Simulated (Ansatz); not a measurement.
Se (simple cubic, Pm-3m) under volume change, the program Ansatz at the LDA level (PAW), scaled uniformly.

| V (Å³/atom) | E − E(relaxed) (meV/atom) | P (GPa) |
|---|---|---|
| 19.286 | 54.5 | 9.97 |
| 19.922 | 22.9 | 6.10 |
| 20.558 | 5.4 | 2.80 |
| 21.194 | 0.0 | 0.00 |
| 21.829 | 4.8 | -2.37 |
| 22.465 | 18.4 | -4.39 |
| 23.101 | 39.3 | -6.11 |

What does a third-order Birch–Murnaghan fit give for V₀, B₀ and B′?

V₀ = 21.19 Å³/atom, B₀ = 85.7 GPa, B′ = 4.4.

The workflow started from a Materials Project entry (that database holds measured and hypothetical structures alike); the Crystallography Open Database copy checked does not list it. It is not the phase usual at ambient conditions (space group No. 152). The LDA relaxation kept the symmetry of its start; whether a distortion lowers the energy is not shown.

Potentials: the earlier of the program's two PAW sets. The files were generated under PBE; for other functionals the program regenerates the frozen cores, and for LDA and PBEsol the local potential too.
